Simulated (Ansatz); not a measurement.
Task: InMo₃C (anti-perovskite, Pm-3m) is relaxed with PBE (plane waves, PAW; program Ansatz). What lattice parameters of the conventional cell result?

Result: a = 4.214 Å.

Task: Is it a metal or does it have a gap at this level?

Result: No gap at this level.

The start of the workflow was typed in or built on a structure type; neither database checked (COD, Materials Project) lists it. Its standing as an ambient phase is unchecked. The PBE relaxation kept the symmetry of its start; whether a distortion lowers the energy is not shown. The run is not spin-polarised. Its formation energy is positive at this level, so the cell may be metastable or incomplete. Scalar-relativistic: spin–orbit coupling is off unless named, which matters more the heavier the elements.

Potentials: the earlier of the program's two PAW sets.
